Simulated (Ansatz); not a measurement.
### Question
Each is relaxed and computed with r²SCAN (plane waves, PAW; program Ansatz). Which is the only one with a gap?
(A) SiGe, R-3m (Ge on 3a, Si on 3b)
(B) Ti2C, R-3m (Ti on 6c, C on 3b)
(C) RbCo2As2, I4/mmm (Rb on 2a, Co on 4d, As on 4e)
(D) RbNdO2, R-3m (Rb on 3a, Nd on 3b, O on 6c)

### Answer
D, RbNdO2, R-3m (Rb on 3a, Nd on 3b, O on 6c). RbNdO2: gap 2.01 eV; SiGe: metal; RbCo2As2: metal; Ti2C: metal. The 4f shell is in the valence, and the state reached may lie above the lowest one. Spin orders computed, not proven ground states: RbNdO2, R-3m (Rb on 3a, Nd on 3b, O on 6c) ferromagnetic. Typed or built starts, not in the databases checked: SiGe, R-3m (Ge on 3a, Si on 3b). Standing as an ambient phase not checked: RbNdO2, R-3m (Rb on 3a, Nd on 3b, O on 6c); RbCo2As2, I4/mmm (Rb on 2a, Co on 4d, As on 4e); Ti2C, R-3m (Ti on 6c, C on 3b). All cells were relaxed under the symmetry of their starts (and spin orders); stability against distortions was not tested throughout. Rows with no word on spin ran without spin polarisation. No Hubbard U is applied. Scalar-relativistic: spin–orbit coupling is off unless named, which matters more the heavier the elements.

Potentials: the later of the program's two PAW sets.
